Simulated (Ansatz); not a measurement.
A trial cell of Cu5Mo, before relaxation:

```
CELL_PARAMETERS angstrom
2.98415 0.00000 0.00000
-1.49207 2.58435 0.00000
0.00000 0.00000 14.15431
ATOMIC_POSITIONS crystal
Cu 0.66667 0.33333 0.85337
Cu 0.00000 0.00000 0.67605
Cu 0.66667 0.33333 0.50000
Cu 0.00000 0.00000 0.32395
Cu 0.66667 0.33333 0.14663
Mo 0.00000 0.00000 0.00000
```

These are results of DFT PBE, scalar-relativistic, plane waves, PAW (Ansatz 0.2.0), not measurements. Cutoff 420 eV, Gaussian smearing, Γ-centred meshes. Cell and atoms relax first on a coarse mesh, the cell is then made exact in the group found at 0.06 to 0.08 Å, and last on a converged mesh; the steps can't lower the symmetry of their start. No spin polarisation.

A guess keeps its type if space group and coordination stay and the shape of the cell changes little (axis ratios within about 15 %, angles within 6°); the volume may change.

**Question.** Does this structure survive the relaxation?

**Answer.** It keeps its type. The symmetry stays P-6m2 (No. 187). The volume per atom shrinks by 29.4 %, from 18.2 to 12.8 Å³. The shortest distance goes from 2.70 Å (Cu–Mo) to 2.56 Å (Cu–Cu). The ratio c/a of the conventional cell changes by a factor of 1.03. Counting neighbours within 15 % of an atom's shortest distance, the start has Cu 12, Mo 12 and the end Cu 12, Mo 12.

The last run used a 12×12×4 mesh (in the run's order of axes) for its 6-atom cell and Gaussian smearing of 0.10 eV. A structure relaxed within its symmetry needn't be a true minimum. Another cell of the same search, in P4/nmm, lies 70 meV/atom lower, so this cell isn't the stable form at this level.
